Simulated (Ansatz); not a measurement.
**Rigid cleavage in W3O**

All numbers below come from DFT PBE, scalar-relativistic, plane waves, PAW in Ansatz. Cutoff 420 eV, Γ-centred 8×8×4 k-points, Gaussian smearing of 0.15 eV. Spin–orbit coupling is left out, which can shift energies with elements as heavy as these. No spin polarisation. Energies are free energies at this smearing, counted from the undisturbed cell; pressure is positive in compression.

Reference structure (relaxed at this level; it needn't be the usual structure):

```
CELL_PARAMETERS angstrom
0.00000 -4.88450 0.00000
0.00000 0.00000 -4.88450
9.76901 0.00000 0.00000
ATOMIC_POSITIONS crystal
W 0.25000 0.00000 0.18750
W 0.25000 0.00000 0.68750
W 0.50000 0.25000 0.43750
W 0.50000 0.25000 0.93750
W 0.00000 0.50000 0.06250
W 0.00000 0.50000 0.56250
W 0.75000 0.00000 0.18750
W 0.75000 0.00000 0.68750
W 0.50000 0.75000 0.43750
W 0.50000 0.75000 0.93750
W 0.00000 0.50000 0.31250
W 0.00000 0.50000 0.81250
O 0.50000 0.50000 0.18750
O 0.50000 0.50000 0.68750
O 0.00000 0.00000 0.93750
O 0.00000 0.00000 0.43750
```

The cut lies on the cell's a–b face, a (1 0 0) plane (indices in the standard cell, whose axes needn't be the Cartesian ones shown) of area 23.86 Å², between layers 1.22 Å apart. Vector c is lengthened by d along the normal with the atoms' Cartesian places fixed: one unrelaxed cut a cell. The cell is metallic on the mesh throughout.

| d (Å) | energy (J/m²) | traction dE/dd (GPa) |
| --- | --- | --- |
| 0.00 | 0.00 | 0.0 |
| 0.50 | 0.79 | 24.7 |
| 1.00 | 2.09 | 25.2 |
| 2.00 | 3.92 | 11.2 |
| 3.00 | 4.56 | 3.1 |

Cost: 5 runs of about 22 core-minutes in all, on Arm Neoverse V2 (shared hosts).